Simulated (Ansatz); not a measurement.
Relaxing a structure of As

The start is a generated cell, As built in the hcp structure type. A full variable-cell relaxation at zero pressure is run with PBE (plane waves to 420 eV, PAW, scalar-relativistic; Ansatz, a program for electronic structure). First-step values are on the input's coarse k-mesh.

Ansatz input (later rounds restart from its end on a renewed k-mesh):
Ansatz 0.2 input:
```yaml
crystal:
  lattice:
    - [3.0166603, 0, 0]
    - [-1.5083302, 2.6125045, 0]
    - [0, 0, 4.897831]
  atoms:
    - { symbol: As, position: [0.33333333, 0.66666667, 0.25] }
    - { symbol: As, position: [0.66666667, 0.33333333, 0.75] }
basis: { ecutwfc: 420, ecutrho_ratio: 4, xc_grid: 2, fft_grid_basis: typed }
kpoints: { mp_grid: { grid: [9, 9, 5] } }
hamiltonian:
  xc: pbe
  dispersion: none
  pseudopotentials: { azcp: { folder: ./paw }, kind: paw }
scf: { occupations: { method: fermi_dirac, width: 0.05 } }
relax: { f_tol: 0.01, max_steps: 100, cell: { stress_tol: 0.02 } }
output: { forces: true, stress: true }
```

**Question.** By how much does the energy per atom fall from start to end?

**Answer.** 0.24 eV/atom.

**Question.** How does the volume change?

**Answer.** +7.7 %, from 19.30 to 20.79 Å³/atom.

**Question.** How do the shortest distances between atoms change?

**Answer.** The closest pairs of elements (up to four, under 3.6 Å), start → end: As–As 3.01 → 2.77 Å.

**Question.** What band gap does the relaxed structure have at this level?

**Answer.** No gap (metallic).

**Question.** Give the final cell and atomic positions.

**Answer.** 
Space group P6₃/mmc (No. 194); a = 3.673 Å, b = 3.673 Å, c = 3.559 Å, α = 90.00°, β = 90.00°, γ = 120.00°

```json
[
 {"atom": "As", "site": "2c", "symmetry": "-6m2", "x": "0.3333", "y": "0.6667", "z": "0.2500"}
]
```

The space group stays P6₃/mmc (No. 194) (the run could not lower it), with 2 atoms in the primitive cell. Final values are on a 15×15×13 k-mesh of the relaxed cell. No spin polarisation in the result.

The run could not lose the symmetry of its start: the end is stationary, and may be a saddle point rather than a minimum.

All atoms sit on sites fixed by symmetry, so only the cell could relax.

The relaxed structure here is a generated cell of As: the first start was made by placing the elements on the sites of a structure type, and the end was not matched to a known phase here, so it may be hypothetical. Known forms of As include space group No. 166.
